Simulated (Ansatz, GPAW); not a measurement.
LiY3: the Hubbard U on Y d in 2 programs

The structure is tetragonal, space group I4/mmm (No. 139). The conventional cell has a = 4.734 Å, b = 4.734 Å, c = 10.653 Å, α = 90.00°, β = 90.00°, γ = 90.00°. Around Y (site symmetry 4/mmm) lie 4 Li at 3.35 Å and 8 Y at 3.56 Å. Y (site symmetry -4m2) is surrounded by 8 Y at 3.35 to 3.56 Å and 4 Li at 3.56 Å. Li (site symmetry 4/mmm) is surrounded by 12 Y at 3.35 to 3.56 Å.

The cell comes from a database or a generator and needn't be the stable form of this composition.

Kept alike: task single point; functional PBE; k mesh 6 × 6 × 6; occupations fermi-dirac, width 0.05 eV; no spin polarisation. The mesh is that of the run's cell of 4 atoms. No spin-orbit coupling.

- A: Ansatz, Ansatz PAW, cutoff 420 eV
- B: GPAW, GPAW PAW data sets (gpaw-data 1.2.1), cutoff 800 eV

| Hubbard U on Y d (eV) | A: pressure (GPa) | B: pressure (GPa) |
| --- | --- | --- |
| 2 | 2.66 | 3.28 |
| 3 | 4.17 | 5.07 |
| 4 | 5.83 | 6.97 |
| 5 | 7.48 | 8.75 |

U acts on projectors that differ between programs, so one value of U isn't one strength. Pressure is positive in compression; plane-wave values hold the error of the finite cutoff, which Ansatz corrects. For a metal such a mesh leaves the last digits unconverged.

**Question.** How large is the effect of the Hubbard U on Y d, and do the programs agree on it?

**Answer.** From 2 to 5 eV the pressure moves by +4.82 in A, +5.47 in B (GPa). Row by row the programs differ by 0.62 to 1.27, and over this span the shifts, as printed, agree within about 12 %.
